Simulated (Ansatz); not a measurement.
**How far is PAW off for Na?**

```
CELL_PARAMETERS angstrom
3.72933 0.00000 0.00000
-1.86467 3.22970 0.00000
0.00000 0.00000 6.15400
ATOMIC_POSITIONS crystal
Na 0.33333 0.66667 0.25000
Na 0.66667 0.33333 0.75000
```

Atoms are numbered in the order listed.

Conventional cell: a = 3.729 Å, b = 3.729 Å, c = 6.154 Å, α = 90.00°, β = 90.00°, γ = 120.00°. Na (atom 1) has 12 Na at 3.73 to 3.76 Å as nearest neighbours.

The structure is an experimental refinement, used without relaxation. The listed cell was then made from it by scaling, straining or moving an atom.

Methods: DFT, LDA, PAW with Ansatz's default frozen-core files, scalar-relativistic (Ansatz 0.2.0); DFT, LDA, all-electron PAW with datasets made for the crystal, scalar-relativistic (Ansatz 0.2.0); DFT, LDA, all-electron LAPW, scalar-relativistic (Ansatz 0.2.0).

For PAW: a Γ-centred 11×11×6 k mesh, Fermi–Dirac smearing of 0.05 eV, cutoff 420 eV, no spin polarisation; the PAW files were made with PBE, and the program remakes their frozen cores for this functional. The crystal-made all-electron datasets (AE datasets) take a cutoff of 160 eV at this cell. LAPW targets a basis error of 0.5 meV/atom. The Ansatz runs share mesh, smearing and spin set-up. Plane-wave (PAW) pressures include the program's estimate of the Pulay term.

Stress and pressure are positive in compression.

The change that made this cell: equal xx and yy strain of -1 %.

| quantity | PAW | AE datasets | LAPW |
| --- | --- | --- | --- |
| pressure (GPa) | -0.77 | -0.78 | -0.77 |
| stress xx (GPa) | -0.84 | -0.84 | -0.84 |
| stress zz (GPa) | -0.64 | -0.64 | -0.64 |

PAW's pressure differs from the LAPW value by about 0.01 GPa or less. Datasets made for the crystal and LAPW share parts of one code, so their agreement isn't an independent check.
